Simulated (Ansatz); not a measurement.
Starting cell, BaTiO3 (cubic perovskite):

```
BaTiO3
1.0
    3.99404     0.00000     0.00000
    0.00000     3.99404     0.00000
    0.00000     0.00000     3.99404
Ba Ti O
1 1 3
Direct
  0.00000   0.00000   0.00000
  0.50000   0.50000   0.50000
  0.00000   0.50000   0.50000
  0.50000   0.50000   0.00000
  0.50000   0.00000   0.50000
```

Scan: atom 4 (O, nearest neighbour Ti at 1.997 Å; its periodic images, 4.0 Å or more away, move with it) is displaced along Cartesian z, direction (0.000, 0.000, 1.000) in Cartesian axes, by s. The other atoms stay.

These are r2SCAN (plane waves to 500 eV, PAW, scalar-relativistic; Ansatz, a quantum-chemistry and plane-wave program) values and carry that method's errors. k mesh 7×7×7 (Γ-centred), Fermi-Dirac smearing 0.05 eV. Energies are smeared free energies. BaTiO3 is run without spin polarisation. BaTiO3 was relaxed with its symmetry unable to fall. This is a high-temperature form of BaTiO3. ΔE is measured from the undisplaced structure.

| s (Å) | ΔE (meV/cell) |
|---|---|
| -0.200 | 134.8 |
| -0.160 | 78.2 |
| -0.120 | 40.4 |
| -0.080 | withheld |
| -0.040 | 4.0 |
| 0.000 | 0.0 |
| 0.040 | 4.0 |
| 0.080 | withheld |
| 0.120 | 40.4 |
| 0.160 | 78.2 |
| 0.200 | 134.8 |

Q: Fit an even polynomial form (powers 2, 4) to the given rows and predict ΔE at s = 0.080.

A: Least squares on the 9 given rows: ΔE = (2490)·s² + (21990)·s⁴, in meV/cell with s in Å; root-mean-square residual 0.03 meV/cell. At 0.080 the fit gives 16.8 meV/cell; the calculation gives 16.8 meV/cell, the same to the digits shown. The quadratic term alone would give 15.9 meV/cell.

(For displaced atoms, the force is minus the slope of the energy, and its curvature is a force constant, which sets phonon frequencies.)
